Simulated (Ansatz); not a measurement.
## SrC$_{2}$ under pressure

Method: DFT LDA, scalar-relativistic, plane waves, PAW (Ansatz 0.2.0). Cutoff 420 eV, 10×10×10 k-points (Γ-centred), fixed occupations. No spin polarisation. Phonons by linear response, acoustic sum rule imposed.

Relaxed structure:
```yaml
crystal:
  lattice:
    - [-1.99570, 1.99570, 3.34222]
    - [1.99570, -1.99570, 3.34222]
    - [1.99570, 1.99570, -3.34222]
  atoms:
    - { symbol: Sr, position: [0.00000, 0.00000, 0.00000] }
    - { symbol: C, position: [0.40637, 0.40637, 0.00000] }
    - { symbol: C, position: [0.59363, 0.59363, 0.00000] }
```

Task: The cell is relaxed again at 5 and 15 GPa. How do volume, gap and optical modes at Γ (cm⁻¹, counted from the lowest optical one; a degenerate one stands once) change?

Result:
```
          0 GPa  5 GPa  15 GPa
    V/V0  1.000  0.929   0.838
gap (eV)   1.27   0.98    0.50
ε∞, mean   3.81   4.05    4.53
  mode 1    207    244     291
  mode 3    245    265     294
  mode 5    254    283     327
  mode 6   1892   1907    1931
```